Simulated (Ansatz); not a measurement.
**Cs3TeCl: relaxed-ion elastic tensor**

The calculation used DFT PBEsol, scalar-relativistic, plane waves, PAW in Ansatz. Settings: 420 eV plane-wave cutoff, Γ-centred 4×4×4 mesh, fixed occupations. No spin polarisation.

The cell is fixed (symmetry leaves no force on the atoms) and stands under 0.2 GPa:
```
Te Cl Cs
1.0
     6.29770    0.00000    0.00000
     0.00000    6.29770    0.00000
     0.00000    0.00000    6.29770
Te Cl Cs
1 1 3
Direct
  0.00000 0.00000 0.00000
  0.50000 0.50000 0.50000
  0.50000 0.50000 0.00000
  0.50000 0.00000 0.50000
  0.00000 0.50000 0.50000
```

The cell is the ideal cubic antiperovskite prototype; whether it is the stable structure of this composition wasn't checked.

Question: Give the relaxed-ion elastic constants (GPa, Voigt order xx yy zz yz xz xy, on the axes of the cell above).

Answer:
C11 = 36.3, C12 = 2.3, C13 = 2.3, C22 = 36.3, C23 = 2.3, C33 = 36.3, C44 = 1.6, C55 = 1.6, C66 = 1.6 GPa; the others vanish.

Question: Is the crystal stable against homogeneous strain?

Answer: Yes: the least eigenvalue of the tensor is 1.6 GPa.

Question: And the moduli of a polycrystal (Hill averages)?

Answer: B = 14 GPa, G = 5 GPa, E = 14 GPa, ν = 0.33.

Cost: 1 run of about 0.8 core-minutes, on Arm Neoverse V2 (shared hosts).